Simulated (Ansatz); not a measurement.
Here is an unrelaxed guess for CaGaC₄N₄.

```cif
data_structure
_symmetry_space_group_name_H-M 'P 1'
_symmetry_Int_Tables_number 1
_cell_length_a 7.4402
_cell_length_b 7.4402
_cell_length_c 4.1017
_cell_angle_alpha 90.000
_cell_angle_beta 90.000
_cell_angle_gamma 90.000
_cell_volume 227.05
loop_
_atom_site_label
_atom_site_type_symbol
_atom_site_fract_x
_atom_site_fract_y
_atom_site_fract_z
_atom_site_occupancy
Ca1 Ca 0.00000 0.00000 0.00000 1
Ga1 Ga 0.50000 0.50000 0.00000 1
C1 C 0.20015 0.79985 0.00000 1
C2 C 0.79985 0.20015 0.00000 1
C3 C 0.20015 0.20015 0.00000 1
C4 C 0.79985 0.79985 0.00000 1
N1 N 0.31135 0.68865 0.00000 1
N2 N 0.68865 0.31135 0.00000 1
N3 N 0.31135 0.31135 0.00000 1
N4 N 0.68865 0.68865 0.00000 1
```

Level of theory: Ansatz 0.2.0, DFT PBE, scalar-relativistic, plane waves, PAW. Settings: cutoff 420 eV, Γ-centred mesh 4×4×4 on the computed 10-atom cell, Gaussian smearing of 0.10 eV; no spin polarisation.

Energies over the elements count from the elements' standard structures at the same level (N₂ as a molecule), with no fitted energy shifts.

Task: Estimate its pressure, forces and energy as it stands.

Result: The pressure is 8.4 GPa (the mean over three directions, positive in compression), the largest force is 3.93 eV/Å, and the energy is +0.65 eV/atom against the elements. The shortest distance is 1.17 Å.

Task: Is it a good guess?

Result: A rough one: relaxing gains about 0.29 eV/atom (the start's value is from the coarse mesh, so the gain is rough) in 11 ionic steps and ends at +0.36 eV/atom on the finer mesh. The symmetry stays P4/mmm (No. 123). The volume per atom grows by 6.4 %, from 22.7 to 24.2 Å³. The shortest distance stays 1.17 Å (C–N). The ratio c/a of the conventional cell changes by a factor of 0.88. Conventional cell: a = 7.938 Å, c = 3.835 Å. Ca has 4 C at 2.49 Å; around Ga lie 4 N at 1.95 Å; C has 1 N at 1.17 Å and 1 Ca at 2.49 Å; N has 1 C at 1.17 Å and 1 Ga at 1.95 Å.

The last run used a 6×6×10 mesh (in the run's order of axes) for its 10-atom cell and Gaussian smearing of 0.10 eV. An odd number of electrons in the primitive cell allows no gap without spin; a larger cell or a magnetic state could open one. The reference form of C is held partly by dispersion forces, which this level lacks. The relaxation can't lower the symmetry of the start, and the grade says only how near the guess is to its own end. A structure relaxed within its symmetry needn't be a true minimum.
